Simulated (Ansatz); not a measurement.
# Ti2Al5Ni3: rattling a relaxed structure

The cell was found from a structure generator's guess, not taken from experiment.

Computed with DFT PBE, scalar-relativistic, plane waves, PAW (Ansatz). Plane waves to 420 eV, a k mesh through Γ of 14×14×4 on the computed 10-atom cell and Gaussian smearing (0.10 eV); no spin polarisation.

The cell below (10 atoms, space group P4/mmm (No. 123)) is relaxed within its symmetry.

```cif
data_structure
_symmetry_space_group_name_H-M 'P 1'
_symmetry_Int_Tables_number 1
_cell_length_a 2.8581
_cell_length_b 2.8581
_cell_length_c 16.8478
_cell_angle_alpha 90.000
_cell_angle_beta 90.000
_cell_angle_gamma 90.000
_cell_volume 137.63
loop_
_atom_site_label
_atom_site_type_symbol
_atom_site_fract_x
_atom_site_fract_y
_atom_site_fract_z
_atom_site_occupancy
Ti1 Ti 0.50000 0.50000 0.38068 1
Ti2 Ti 0.50000 0.50000 0.61932 1
Al1 Al 0.00000 0.00000 0.91261 1
Al2 Al 0.00000 0.00000 0.08739 1
Al3 Al 0.00000 0.00000 0.26220 1
Al4 Al 0.00000 0.00000 0.50000 1
Al5 Al 0.00000 0.00000 0.73780 1
Ni1 Ni 0.50000 0.50000 0.00000 1
Ni2 Ni 0.50000 0.50000 0.17437 1
Ni3 Ni 0.50000 0.50000 0.82563 1
```

For the test it was strained at random (σ = 1.5 % a component), the atoms were moved at random (σ = 0.10 Å), and all was relaxed again on a coarse 8×8×2 mesh (in the run’s order of axes) with 0.20 eV smearing, with no symmetry imposed.

Trial moments died out on the coarse mesh, so the last step has no spin; another magnetic start might hold.

Question: Does it come back?

Answer: It returns, within 1 meV/atom of the unmoved cell on that mesh and with the same symmetry when read at 0.1 Å. So it is stable against the distortions that fit this cell and that this random move excites. Modes that don't fit the cell aren't tested.
